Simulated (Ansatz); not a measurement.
Every step of a relaxation of Ta (bcc type)

DFT, LDA, PAW with Ansatz's default frozen-core files, scalar-relativistic (Ansatz 0.2.0); a Γ-centred 18×18×18 k mesh, Fermi–Dirac smearing of 0.08 eV, no spin polarisation. The run relaxes cell and atoms at a target pressure of 0 GPa.

Command: `ansatz run input.yaml --threads 1 --pin off --max-ram 2048MiB --backend cpu --events-out ev --progress --plain --runs-dir out` It took 9.9 s on 1 thread of Intel(R) Xeon(R) Platinum 8488C (Sapphire Rapids) (shared host), peak memory 0.38 GiB.

```yaml
crystal:
  lattice:
    - [-1.6515748661, 1.6515748661, 1.6515748661]
    - [1.6515748661, -1.6515748661, 1.6515748661]
    - [1.6515748661, 1.6515748661, -1.6515748661]
  atoms:
    - { symbol: Ta, position: [0.0, 0.0, 0.0] }
kpoints:
  mp_grid: { grid: [18, 18, 18] }
scf:
  occupations: { method: fermi_dirac, width: 0.08 }
hamiltonian:
  xc: lda
  pseudopotentials: { kind: paw }
output:
  forces: true
  stress: true
  write_density: true
  write_potential: true
  elf: true
  volumetric_format: npy
relax:
  f_tol: 0.005
  max_steps: 40
  cell: {}
```

Each step lists its free energy a cell above the last geometry, the pressure, the cell vectors (Å), and Cartesian positions (Å) with forces (eV/Å).

The first step:

```
step 1  dF = 24.06 meV  P = -9.14 GPa
  cell -1.6516 1.6516 1.6516  1.6516 -1.6516 1.6516  1.6516 1.6516 -1.6516
  Ta 0.0000 0.0000 0.0000   0.0000 0.0000 0.0000
```

Spin–orbit coupling is left out, which matters for the heavy atoms. The PAW files were made under PBE.

Question: Where does the relaxation end, and by which steps?

Answer: After 5 geometries, with conventional a, b, c = 3.253, 3.253, 3.253 Å, at 17.215 Å³/atom (-4.47 % against the start) in space group Im-3m, with a shortest distance of 2.817 Å. The further steps:
```
step 2  dF = 136.05 meV  P = 27.9 GPa  (not accepted)
  cell -1.5711 1.5711 1.5711  1.5711 -1.5711 1.5711  1.5711 1.5711 -1.5711
  Ta 0.0000 0.0000 0.0000   0.0000 0.0000 0.0000
step 3  dF = 0.53 meV  P = -1.42 GPa
  cell -1.6302 1.6302 1.6302  1.6302 -1.6302 1.6302  1.6302 1.6302 -1.6302
  Ta 0.0000 0.0000 0.0000   0.0000 0.0000 0.0000
step 4  dF = 0.00 meV  P = 0.10 GPa
  cell -1.6264 1.6264 1.6264  1.6264 -1.6264 1.6264  1.6264 1.6264 -1.6264
  Ta 0.0000 0.0000 0.0000   0.0000 0.0000 0.0000
step 5  dF = 0.00 meV  P = 0.00 GPa
  cell -1.6266 1.6266 1.6266  1.6266 -1.6266 1.6266  1.6266 1.6266 -1.6266
  Ta 0.0000 0.0000 0.0000   0.0000 0.0000 0.0000
step 6  dF = 0.17 meV  P = -0.02 GPa  (same geometry on a basis chosen anew; earlier energies don't compare to the last digit)
  cell -1.6266 1.6266 1.6266  1.6266 -1.6266 1.6266  1.6266 1.6266 -1.6266
  Ta 0.0000 0.0000 0.0000   0.0000 0.0000 0.0000
```
